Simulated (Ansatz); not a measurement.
AlMo4S8:
```cif
data_Al4Mo16S32
_chemical_formula_sum 'Al4 S32 Mo16'
_space_group_name_H-M_alt 'F-43m'
_space_group_IT_number 216
_space_group_name_Hall 'F -4 2 3'
_cell_length_a 9.66070
_cell_length_b 9.66070
_cell_length_c 9.66070
_cell_angle_alpha 90.000
_cell_angle_beta 90.000
_cell_angle_gamma 90.000
loop_
_atom_site_label
_atom_site_type_symbol
_atom_site_symmetry_multiplicity
_atom_site_Wyckoff_symbol
_atom_site_fract_x
_atom_site_fract_y
_atom_site_fract_z
_atom_site_occupancy
Al1 Al 4 a 0.00000 0.00000 0.00000 1
S1 S 16 e 0.63475 0.63475 0.63475 1
S2 S 16 e 0.13539 0.13539 0.13539 1
Mo1 Mo 16 e 0.39729 0.39729 0.39729 1
```
(The calculation used a cell of 13 atoms; values per cell refer to that cell.)

Relaxed with PBEsol.

**Question.** Which orbitals make up the states near the Fermi level in PBEsol (plane waves, PAW; program Ansatz)?

**Answer.** Within 0.5 eV of the Fermi level: Mo 4d 79 %, S 3p 16 %. Projections are on Löwdin-orthogonalised atomic valence shells; empty p or d shells of many metals are not among them.

**Question.** Tabulate the density of states.

**Answer.** States/eV per cell of 13 atoms, in 0.25 eV bins, energy from the Fermi level.

| E (eV) | total | S 3p | Mo 4d | S 3s |
|---|---|---|---|---|
| -7.85 | 0.00 | 0.00 | 0.00 | 0.00 |
| -7.60 | 0.31 | 0.20 | 0.05 | 0.00 |
| -7.35 | 0.68 | 0.43 | 0.10 | 0.01 |
| -7.10 | 1.06 | 0.67 | 0.15 | 0.03 |
| -6.85 | 1.75 | 1.11 | 0.24 | 0.06 |
| -6.60 | 2.34 | 1.50 | 0.33 | 0.08 |
| -6.35 | 3.27 | 2.09 | 0.63 | 0.06 |
| -6.10 | 6.70 | 4.28 | 1.63 | 0.11 |
| -5.85 | 6.26 | 4.13 | 1.41 | 0.11 |
| -5.60 | 9.19 | 6.19 | 1.83 | 0.20 |
| -5.35 | 11.35 | 7.44 | 2.63 | 0.29 |
| -5.10 | 9.55 | 6.54 | 2.11 | 0.25 |
| -4.85 | 8.87 | 5.64 | 2.25 | 0.30 |
| -4.60 | 6.79 | 4.19 | 1.82 | 0.26 |
| -4.35 | 9.04 | 5.53 | 2.54 | 0.32 |
| -4.10 | 7.74 | 4.76 | 2.30 | 0.23 |
| -3.85 | 13.28 | 8.16 | 4.18 | 0.34 |
| -3.60 | 17.07 | 10.43 | 5.77 | 0.30 |
| -3.35 | 16.37 | 10.22 | 4.94 | 0.44 |
| -3.10 | 15.07 | 10.30 | 3.67 | 0.32 |
| -2.85 | 8.19 | 5.85 | 1.79 | 0.17 |
| -2.60 | 5.19 | 3.58 | 1.23 | 0.14 |
| -2.35 | 10.34 | 7.50 | 2.18 | 0.20 |
| -2.10 | 8.46 | 6.68 | 1.28 | 0.11 |
| -1.85 | 10.31 | 7.54 | 2.08 | 0.20 |
| -1.60 | 8.90 | 4.82 | 3.43 | 0.21 |
| -1.35 | 2.73 | 1.28 | 1.27 | 0.07 |
| -1.10 | 12.37 | 3.85 | 8.13 | 0.03 |
| -0.85 | 2.84 | 0.93 | 1.84 | 0.02 |
| -0.60 | 0.80 | 0.11 | 0.61 | 0.01 |
| -0.35 | 6.21 | 0.84 | 4.98 | 0.07 |
| -0.10 | 16.05 | 2.60 | 12.50 | 0.32 |
| 0.15 | 0.94 | 0.17 | 0.73 | 0.02 |
| 0.40 | 0.00 | 0.00 | 0.00 | 0.00 |
| 0.65 | 0.00 | 0.00 | 0.00 | 0.00 |
| 0.90 | 0.00 | 0.00 | 0.00 | 0.00 |
| 1.15 | 0.00 | 0.00 | 0.00 | 0.00 |
| 1.40 | 2.09 | 0.27 | 1.41 | 0.23 |
| 1.65 | 7.30 | 1.10 | 4.37 | 0.61 |
| 1.90 | 13.89 | 1.71 | 9.45 | 0.81 |
| 2.15 | 15.92 | 3.92 | 10.15 | 0.32 |
| 2.40 | 14.71 | 3.89 | 9.57 | 0.25 |
| 2.65 | 11.24 | 3.61 | 6.51 | 0.24 |
| 2.90 | 8.48 | 2.87 | 4.71 | 0.17 |
| 3.15 | 8.63 | 3.12 | 4.49 | 0.14 |
| 3.40 | 7.86 | 2.78 | 3.72 | 0.32 |
| 3.65 | 5.77 | 1.93 | 2.53 | 0.38 |
| 3.90 | 3.44 | 1.04 | 1.12 | 0.19 |
| 4.15 | 7.06 | 2.33 | 2.23 | 0.34 |
| 4.40 | 9.76 | 3.61 | 3.36 | 0.35 |
| 4.65 | 3.84 | 1.10 | 0.76 | 0.16 |

The workflow started from an entry of the Crystallography Open Database (COD), which files this formula under 2 space groups. Whether it is the stable phase at ambient conditions was not checked. Symmetry was held in the PBEsol relaxation; its stability against distortions is not shown here. The run is not spin-polarised. With an odd number of electrons in the cell and no spin polarisation, the count alone makes it a metal. Scalar-relativistic: spin–orbit coupling is off unless named, which matters more the heavier the elements.

Potentials: the later of the program's two PAW sets.
